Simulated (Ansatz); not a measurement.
ZnCu2SiTe4:
Space group I-42m (No. 121); a = b = 5.9399 Å, c = 11.7764 Å, α = β = γ = 90.00°

| atom | site | symmetry | x | y | z |
|---|---|---|---|---|---|
| Zn | 2a | -42m | 0.0000 | 0.0000 | 0.0000 |
| Si | 2b | -42m | 0.0000 | 0.0000 | 0.5000 |
| Cu | 4d | -4.. | 0.0000 | 0.5000 | 0.2500 |
| Te | 8i | ..m | 0.2431 | 0.2431 | 0.3692 |
(The calculation used a cell of 8 atoms; values per cell refer to that cell.)

Relaxed with PBEsol. 

Question: HSE06 on this cell (Ansatz, a program for electronic structure, PAW) gives a gap of 1.00 eV. What does PBEsol give?

Answer: 0.20 eV.

Cost on shared cores: the PBEsol run (SCF on a 7×7×7 mesh, then bands and DOS) roughly 7 core-minutes, the HSE06 run (SCF on 4×4×4, then a few points) roughly 8 core-minutes; the tasks are unlike.

The workflow started from a Materials Project entry (that database holds measured and hypothetical structures alike); the Crystallography Open Database copy checked does not list it. Its standing as an ambient phase is unchecked. The PBEsol relaxation kept the symmetry of its start; its stability against distortions is not shown here. The run is not spin-polarised. Spin–orbit coupling is left out wherever it is not named.

Potentials: the later of the program's two PAW sets.

Ansatz is a plane-wave DFT program.
